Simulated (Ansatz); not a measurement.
Theory: DFT PBE, scalar-relativistic, plane waves, PAW in Ansatz. Settings: cutoff 420 eV, Γ-centred meshes spaced at most about 0.3 Å⁻¹, and about 0.25 Å⁻¹ or finer for metals (2π included), Gaussian smearing. No spin polarisation in the final relaxations.

All energies are static (0 K, no zero-point motion).

Two forms of Al3Pd were relaxed alike.

A.

```
CELL_PARAMETERS angstrom
-1.40045 2.46579 5.12021
1.40045 -2.46579 5.12021
1.40045 2.46579 -5.12021
ATOMIC_POSITIONS crystal
Al 0.00000 0.00000 0.00000
Al 0.71334 0.71334 0.00000
Al 0.28666 0.28666 0.00000
Pd 0.50000 0.00000 0.50000
```

B.

```
CELL_PARAMETERS angstrom
4.47913 0.00000 0.00000
-2.23957 3.87904 0.00000
0.00000 0.00000 4.82447
ATOMIC_POSITIONS crystal
Al 0.33333 0.66667 0.00000
Al 0.66667 0.33333 0.00000
Al 0.00000 0.00000 0.50000
Pd 0.00000 0.00000 0.00000
```

Task: Which form is favoured at zero pressure, and by what margin per atom?

Result: A is lower, by 37 meV/atom. A has space group Immm (No. 71), 17.7 Å³/atom and no gap on its mesh; B has the Li3N type, space group P6/mmm (No. 191), 21.0 Å³/atom and no gap. Counting all near atoms (those within 1.25 times the shortest distance at each site; a plus sign parts nearer from farther groups; a slash parts the counts of unlike sites), A has Al 2+4/9, Pd 8 and B has Al 2/6, Pd 8. The denser one is the lower, and pressure would at first widen the difference. Both come from invented guesses. A third cell relaxed alike, in Cmc2_1, lies 201 meV/atom below the lower of the two.

Cells relaxed within their symmetry can be saddle points.
